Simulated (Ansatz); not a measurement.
# Mechanical response of ZrOs (Pm-3m)

```xyz
2
Lattice="3.2469 0.0000 0.0000 0.0000 3.2469 0.0000 0.0000 0.0000 3.2469" Properties=species:S:1:pos:R:3 pbc="T T T"
Zr    1.6235    1.6235    1.6235
Os    0.0000    0.0000    0.0000
```

Unless marked otherwise, the numbers come from PBEsol, all-electron LAPW in Ansatz 0.2.0, scalar-relativistic. k mesh 14×14×14, strains of ±0.005, Fermi-Dirac smearing of 0.100 eV, basis error target 0.5 meV/atom. The cell was relaxed by PAW under this functional.

The cell is cubic and carries a residual pressure of 0.01 GPa at this level. Each strain component that symmetry leaves independent is applied at ±0.005, the ions relax wherever a strain frees them, and the stress (tension positive, GPa) is read. Shears are engineering strains, γ = 2ε.

| strain | size | σxx | σyy | σzz | σyz | σxz | σxy |
| --- | --- | --- | --- | --- | --- | --- | --- |
| xx | -0.005 | -2.0255 | -0.7189 | -0.7189 | 0.0000 | 0.0000 | 0.0000 |
| xx | +0.005 | 1.9450 | 0.6753 | 0.6753 | 0.0000 | 0.0000 | 0.0000 |
| yz | -0.005 | -0.0185 | -0.0161 | -0.0161 | -0.4794 | 0.0000 | 0.0000 |
| yz | +0.005 | -0.0185 | -0.0161 | -0.0161 | 0.4794 | 0.0000 | 0.0000 |

A central difference gives one constant, for example C11 ≈ (1.9450 − (-2.0255))/(0.01) = 397.1 GPa; the program then imposes the crystal's symmetry on the whole matrix.

Question: What are the independent elastic constants?

Answer: C11 = 397.1, C12 = 139.4, C44 = 95.9 GPa.

Question: Do they meet the Born conditions?

Answer: C11 − C12 = 257.6, C11 + 2C12 = 675.9 and C44 = 95.9 GPa must all be positive, so the crystal is elastically stable; that says nothing yet of its phonons.

Question: What moduli does a random aggregate of grains have?

Answer: B = (C11 + 2C12)/3 = 225.3 GPa. G_V = (C11 − C12 + 3C44)/5 = 109.1 and G_R = 5(C11 − C12)C44/(4C44 + 3(C11 − C12)) = 106.8, so G_H = 107.9 GPa. Then E = 9BG/(3B + G) = 279.2 GPa, ν = (3B − 2G)/(6B + 2G) = 0.293 and B/G = 2.09, on the ductile side of Pugh's 1.75 (a rule of thumb).

Question: With the density of 13.653 g/cm³, how fast does sound travel, and what Debye temperature follows?

Answer: 

```tsv
direction	slow (m/s)	middle (m/s)	fast (m/s)
[100]	2650	2650	5393
[110]	2650	3072	5164
[111]	2938	2938	5086
```

The mean of v⁻³ over directions and branches gives v_m = 3132 m/s and θ_D = (ħ/k_B) v_m (6π²n)^(1/3) = 362 K, n being atoms per volume. Young's modulus spans 252 to 325 GPa over directions, and the universal anisotropy index is 0.11.

Question: How far do the constants move if PAW replaces LAPW in the same cell?

Answer: 

```
constant  LAPW (GPa)  PAW (GPa)  difference
     C11       397.1      397.3         0.2
     C12       139.4      139.5         0.1
     C44        95.9       95.8        -0.1
```

Question: What happens at 20 GPa (cell relaxed there)?

Answer: The volume falls to 0.9269 of its value, and C11 = 491.8, C12 = 210.3, C44 = 123.7 GPa (slopes of the stress), in this structure whether or not another phase takes over.

Known limits: responses of metals move with mesh and smearing; no spin-orbit coupling on heavy atoms; the frozen-core PAW files of the compared runs were fitted under PBE, their cores solved anew for this functional.
